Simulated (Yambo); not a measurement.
```
CELL_PARAMETERS angstrom
      4.77581     0.00000     0.00000
      0.00000     4.77581     0.00000
      0.00000     0.00000     7.80023
ATOMIC_POSITIONS crystal
  H  0.50000 0.50000 0.00000
  H  0.00000 0.00000 0.00000
  I  0.00000 0.50000 0.65957
  I  0.50000 0.00000 0.34043
  Ba 0.50000 0.00000 0.82690
  Ba 0.00000 0.50000 0.17310
```

BaHI (space group P4/nmm, No. 129): mean Im ε in 1 eV windows above the direct gap of 4.13 eV, for different electron-hole kernels (Yambo, broadening 0.15 eV, PBEsol (Quantum ESPRESSO, PseudoDojo norm-conserving, 72 Ry, without SOC) bands; 4×4×4 mesh, 8 valence and 17 conduction bands, static screening with 84 bands and a 3 Ry block, scissor 1.46 eV, Tamm-Dancoff; field along x).

```csv
window (eV),independent quasiparticles,RPA (no attraction),BSE
4.1 to 5.1,0.4,0.3,5.8
5.1 to 6.1,4.1,2.6,7.5
6.1 to 7.1,7.4,6.2,5.5
7.1 to 8.1,6.3,4.9,4.7
8.1 to 9.1,5.8,5.1,2.9
```

This run doesn't resolve bound excitons or single peaks, so only averages are given, and they too depend on the mesh; weight that the attraction moves below the gap isn't listed. All transitions below 9.58 eV are in the band window. The scissor comes from a G0W0 run whose convergence isn't established.

Without spin-orbit coupling, band edges of such heavy elements can be off by tenths of an eV.

Geometry of the Materials Project entry, not relaxed at this level.
